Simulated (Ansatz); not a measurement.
Na-23 NMR of the central transition in Na4Ti2Si3O12

Cell: a computed structure from the Materials Project (it need not be an observed phase), atoms as given.

```cif
data_Na4Ti2Si3O12
_symmetry_space_group_name_H-M 'R-3c:H'
_symmetry_Int_Tables_number 167
_cell_length_a 8.9997
_cell_length_b 8.9997
_cell_length_c 21.8609
_cell_angle_alpha 90.000
_cell_angle_beta 90.000
_cell_angle_gamma 120.000
loop_
_atom_site_label
_atom_site_type_symbol
_atom_site_symmetry_multiplicity
_atom_site_Wyckoff_symbol
_atom_site_fract_x
_atom_site_fract_y
_atom_site_fract_z
Na1 Na 18 e 0.2943 0.3333 0.5833
Na7 Na 6 b 0.0000 0.0000 0.5000
Ti Ti 12 c 0.0000 0.0000 0.3535
Si Si 18 e 0.9556 0.3333 0.5833
O19 O 36 f 0.1962 0.0291 0.3101
O31 O 36 f 0.0268 0.8386 0.4132
```

One atom of each set is listed; the run and its k-mesh use a cell of 42 atoms with edges of 8.95, 8.95, 8.95 Å.

Method: Kohn–Sham DFT in Ansatz, r2SCAN, plane waves and PAW, scalar-relativistic, 500 eV cutoff, Γ-centred 3×3×3 k-points, Fermi–Dirac smearing 0.02 eV.

Na-23 has I = 3/2 and Q = 104.0 mb (Pyykkö 2018); at 14.1 T its Larmor frequency is ν₀ = 158.9 MHz. Only the quadrupole interaction is simulated: positions count from each site's isotropic chemical shift, and J coupling is left out, as are shift anisotropy and dipolar coupling, which fast spinning averages.

(1) What does the Na-23 spectrum (fast magic-angle spinning) show for each site?

Answers

(1) 

```csv
site,first shell,C_Q (MHz),η,P_Q (MHz),δ_QIS (ppm),breadth (kHz)
Na1,6 O at 2.43–2.62 Å; also 2 O at 2.98 Å,-3.56,0.28,3.61,-12.9,4.69
Na7,6 O at 2.47 Å,-3.44,0.00,3.44,-11.7,4.00
```

δ_QIS = −(ν_Q²/30ν₀²)[I(I+1) − 3/4](1 + η²/3) × 10⁶ ppm with ν_Q = 3|C_Q|/[2I(2I−1)]; it falls as 1/B₀² in ppm, and the breadth as 1/B₀ in kHz.

An axis of threefold or higher order runs through Na7, so V_zz lies along it and η is zero.

At this cell the principal stresses reach 5 GPa in size with r2SCAN, which can matter for small gradients. The largest force is 0.3 eV/Å, so the atoms aren't at the calculated equilibrium and relaxing them would move these values.
